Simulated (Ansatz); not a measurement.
# Is this NbC2 structure a true minimum?

It was reached by relaxing an invented guess, and it needn't be the stable form of this composition.

Level of theory: DFT PBE, scalar-relativistic, plane waves, PAW (Ansatz 0.2.0). Settings: cutoff 420 eV, Γ-centred mesh 8×8×6 on the computed 6-atom cell, Gaussian smearing of 0.10 eV; no spin polarisation.

The cell below (6 atoms, space group C2/c (No. 15)) is relaxed within its symmetry.

```
Nb C
1.0
     2.59963   -2.66111    0.53209
     2.59963    2.66111    0.53209
    -0.51670    0.00000    5.95880
Nb C
2 4
Direct
  0.42259 0.57741 0.25000
  0.57741 0.42259 0.75000
  0.52745 0.88823 0.91480
  0.47255 0.11177 0.08520
  0.11177 0.47255 0.58520
  0.88823 0.52745 0.41480
```

For the test a repeat of it with 12 atoms (edges 3.76, 5.98, 7.52 Å) was strained at random (σ = 1.5 % a component), the atoms were moved at random (σ = 0.10 Å), and all was relaxed again on a coarse 6×4×4 mesh (in the run’s order of axes) with 0.20 eV smearing, with no symmetry imposed.

Question: Does it come back?

Answer: It returns, within 1 meV/atom of the unmoved cell on that mesh and with the same symmetry when read at 0.1 Å (P-1 at 0.01 Å, so small strains and shifts remain). No instability shows in this cell; modes of other wave vectors, which need another repeat, aren't tested.
